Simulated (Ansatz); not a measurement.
**AlP: computed property card**

AlP:
```
CELL_PARAMETERS angstrom
      3.60408     0.00000     0.00000
     -1.80204     3.12123     0.00000
      0.00000     0.00000     5.77717
ATOMIC_POSITIONS crystal
  Al 0.00000 0.00000 0.00000
  Al 0.00000 0.00000 0.50000
  P  0.33333 0.66667 0.25000
  P  0.66667 0.33333 0.75000
```

Space group P6_3/mmc (No. 194), NiAs type; conventional cell a = b = 3.6041 Å, c = 5.7772 Å, α = β = 90.00°, γ = 120.00°.

Method: plane-wave PAW PBE (Ansatz code). Structure relaxed to zero pressure with the same functional. Other levels are named where they apply.

Cell and energy:

- Volume per atom: 16.25 Å³
- Density: 2.96 g/cm³
- Formation energy from the elements (no fitted shifts): -0.38 eV/atom

Electronic structure:

- Electronic character: metallic (no gap)
- Density of states at the Fermi level: 0.17 states/eV per atom (mean over ±0.08 eV)

Mechanics:

- Bulk modulus (Birch–Murnaghan fit) = 103 GPa
- Pressure derivative B′ = 4.2
- Elastic constants (relaxed ions, GPa) = C11 = 175, C12 = 70.6, C13 = 61.6, C33 = 197, C44 = 38.1
- Mechanical stability = stable (all eigenvalues of C positive)
- Hill bulk and shear moduli = 104 and 48.2 GPa
- Young's modulus = 125 GPa
- Poisson's ratio = 0.30
- Debye temperature from the elastic constants = 530 K

Phonons:

Highest zone-centre frequency: 12.62 THz
Zone-centre stability: no imaginary mode at Γ
Dynamical stability on the path: stable (no imaginary branch)
Zero-point energy: 45.2 meV/atom
Vibrational entropy at 300 K: 24.3 J/(K·mol of atoms)

Charges:

- Bader charges: Al +2.06, P -2.06 e

The cell is a constructed one: a structure type filled with these elements; neither database checked (COD, Materials Project) lists it. It is not the phase usual at ambient conditions (space group No. 216). Symmetry was held in the PBE relaxation. As this level gives no gap, shear constants depend on the k-mesh and smearing (Fermi–Dirac, 0.1 eV here). As this level gives no gap, phonon frequencies hold no LO–TO term and depend on the k-mesh and smearing (Fermi–Dirac, 0.1 eV here). The references are the lowest solids computed at this level, not always the standard phases.

Potentials: the later of the program's two PAW sets.
